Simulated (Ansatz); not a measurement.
Values for one crystal, relaxed and computed with plane-wave PAW PBEsol (Ansatz code); other levels are named.

| Property | Value |
|---|---|
| Volume per atom | 17.37 Å³ |
| Electronic character | metallic (no gap) |
| Formation energy from the elements (no fitted shifts) | 1356 meV/atom |
| Pressure derivative B′ | 4.2 |
| Elastic constants (relaxed ions, GPa) | C11 = 494, C12 = 82.8, C44 = -104 |
| Mechanical stability | unstable (C has a negative eigenvalue) |
| Zone-centre stability | no imaginary mode at Γ |

Question: Which of these materials gives this?
A. NbAg, rock salt
B. ZrMo, rock salt
C. CoPtW, P3m1 (Co on 1a, Pt on 1b, W on 1c)
D. MoW, rock salt

Answer: D, MoW, rock salt

Space group Fm-3m (rock salt). The start of the workflow was typed in or built on a structure type; neither database checked (COD, Materials Project) lists it. Whether it is the stable phase at ambient conditions was not checked. The cell was relaxed with PBEsol under the symmetry of its start. No spin polarisation was allowed. Its formation energy is positive at this level, so the cell may be metastable or incomplete. As this level gives no gap, shear constants depend on the k-mesh and smearing (Fermi–Dirac, 0.1 eV here). On the denser mesh and wider smearing of the elastic run this cell carries a stress of 0.3 GPa. The references are the lowest solids computed at this level, not always the standard phases. Spin–orbit coupling is left out wherever it is not named.

Potentials: the earlier of the program's two PAW sets. The files were generated under PBE; for other functionals the program regenerates the frozen cores, and for LDA and PBEsol the local potential too.
